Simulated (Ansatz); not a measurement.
## Relaxing a structure of La

The start is a generated cell, La placed in the hcp structure type. The cell and all atomic positions are relaxed at zero pressure with r2SCAN (plane waves to 500 eV, PAW, scalar-relativistic; Ansatz, a quantum-chemistry and plane-wave program). The first steps use a coarse 10×10×6 k-mesh.

The start:
```
CELL_PARAMETERS angstrom
      3.76095     0.00000     0.00000
     -1.88048     3.25708     0.00000
      0.00000     0.00000     6.10626
ATOMIC_POSITIONS crystal
  La 0.33333 0.66667 0.25000
  La 0.66667 0.33333 0.75000
```

- Outcome: The space group stays P6₃/mmc (No. 194) (the run could not lower it); the end is AFLOW prototype A_hP2_194_c (A3, as in Mg), with 2 atoms in the primitive cell
- Band gap at the end: zero (metallic)
- Optimiser moves: 6

The end point of the relaxation:

Space group P6₃/mmc (No. 194); a = b = 3.8136 Å, c = 6.0329 Å, α = β = 90.00°, γ = 120.00°

| atom | site | symmetry | x | y | z |
|---|---|---|---|---|---|
| La | 2c | -6m2 | 0.3333 | 0.6667 | 0.2500 |

Final values are on a 14×14×8 k-mesh of the relaxed cell. No spin polarisation in the result.

The run could not lose the symmetry of its start.

All atoms sit on sites fixed by symmetry, so only the cell could relax.
